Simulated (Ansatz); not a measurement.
input.yaml

```yaml
crystal:
  lattice:
    - [0.0, 3.2437361, 3.2437361]
    - [3.2437361, 0.0, 3.2437361]
    - [3.2437361, 3.2437361, 0.0]
  atoms:
    - { symbol: Sn, position: [0.0, 1.0, 0.0] }
    - { symbol: Sn, position: [0.25, 0.25, 0.25] }
    - { symbol: H, position: [0.5, 0.5, 0.5] }
    - { symbol: H, position: [0.75, 0.75, 0.75] }
basis:
  ecutwfc: 500
kpoints:
  mp_grid: { grid: [10, 10, 10] }
hamiltonian:
  xc: r2scan
scf:
  occupations: { method: gaussian, width: 0.1 }
output:
  forces: true
  stress: true
  eigenvalues: true
  write_density: true
  write_potential: true
  elf: true
  volumetric_format: npy
relax:
  adjacent_minimum: "off"
  f_tol: 0.025
  max_steps: 70
  cell: { stress_tol: 0.12 }
```

Launched with
```bash
ansatz run input.yaml --threads 2 --pin off --max-ram 5120MiB --backend cpu --events-out ev --progress --plain --runs-dir out
```

Method: Ansatz 0.2.0, DFT r2SCAN, scalar-relativistic, plane waves, PAW.

Abridged output (final results; tables in files aren't shown):

```
SCF 4 converged in 4 iterations: F = -12105.463309 eV  dr2 = 2.16e-10
SCF converged after 4 iterations
Free energy (F): -12105.463309 eV
Harris-Foulkes:  -12105.463309 eV  (|F-HF|=9.82e-11)
Internal energy: -12105.454491 eV  (E = F + TS)
E sigma→0 (E₀):  -12105.458900 eV
Entropy (-TS):   -0.008818 eV (-2.204 meV/atom)
Fermi energy:    7.531555 eV
--- Per-component energies (eV) ---
  E_band       = -252.451443
  E_kinetic    = 395.919409
  E_local      = -2109.560542  (includes V_loc(G=0)·N_el)
  E_nonlocal   = -62.904370
  E_hartree    = 1235.302841
  E_xc         = -764.811811
  E_vxc        = -230.460474  (∫ρ·V_xc dr)
  E_paw        = -8320.252657  (= ΣΔE_a)
  E_vpaw       = -730.209480  (= ΣTr[D̂ρ^β])
  E_aug_tail   = -0.000657  (compensation charges beyond the density's cutoff)
  E_vtau       = 14.159708  (kinetic-family band-sum trace: ∫τ·v_τ [+ j·A + Jᵃ·Aᵃ] dr)
  E_ewald      = -2480.617344
  E_core_change = 1.470640  (= ΣΔE_core)
  E_smearing   = -0.008818  (= −TS)
--- Forces (eV/Å), atoms counted from 1 ---
  atom   1  Sn     0.00000000     0.00000000     0.00000000
  atom   2  Sn     0.00000000     0.00000000     0.00000000
  atom   3  H      0.00000000     0.00000000     0.00000000
  atom   4  H      0.00000000     0.00000000     0.00000000
--- Stress (GPa, compression-positive) ---
       -0.006796       0.000000       0.000000
        0.000000      -0.006796       0.000000
        0.000000       0.000000      -0.006796
  P = ⅓ Tr σ = -0.0068 GPa (-0.068 kbar)
--- Band table (eV; the first three rows and the last of 47) ---
  k-point 0: bands = ["-14.5855", "-14.5855", "-14.5855", "-14.5113", "-14.5113", "-14.1816", "-14.1816", "-14.1816", "-14.1679", "-14.1679", "-3.4322", "6.5746", "6.9030", "8.0875", "8.0875", "8.0875", "9.7082", "10.2493", "10.2493"]
  k-point 1: bands = ["-14.5931", "-14.5931", "-14.5828", "-14.5005", "-14.5005", "-14.1980", "-14.1980", "-14.1852", "-14.1534", "-14.1534", "-3.3227", "5.8373", "6.6523", "7.8788", "7.8788", "7.9597", "9.7683", "10.5162", "10.5162"]
  k-point 2: bands = ["-14.6064", "-14.6064", "-14.5757", "-14.4795", "-14.4795", "-14.2180", "-14.2180", "-14.1947", "-14.1380", "-14.1380", "-2.9979", "4.2498", "6.3617", "7.4797", "7.4797", "7.9266", "9.9756", "10.9958", "10.9958"]
  k-point 46: bands = ["-14.6578", "-14.6578", "-14.4364", "-14.4364", "-14.3456", "-14.3456", "-14.2974", "-14.2974", "-14.0816", "-14.0816", "0.2299", "0.2299", "3.5805", "3.5805", "8.1083", "8.1083", "11.9105", "11.9105", "16.0730"]
--- Relaxed structure (3 steps of the walk, 3 accepted, 1 SCFs on fresh bases) ---
  F+E_penalty+E_count = -12105.46330900 eV   max|allowed force component| = 1.228e-17 eV/Å   (the final SCF, on the basis selected at the relaxed cell)
  cell:  # Å, volume = 67.6341 Å³
    - [0.0, 3.23379069, 3.23379069]
    - [3.23379069, 0.0, 3.23379069]
    - [3.23379069, 3.23379069, 0.0]
  atoms:
    - { symbol: Sn, position: [0.0, 1.0, 0.0] }
    - { symbol: Sn, position: [0.25, 0.25, 0.25] }
    - { symbol: H, position: [0.5, 0.5, 0.5] }
    - { symbol: H, position: [0.74999999, 0.74999999, 0.74999999] }
```

The relaxation met its thresholds.

Time: 18 s on 2 threads of Arm Neoverse V2 (shared host), peak memory 0.58 GiB.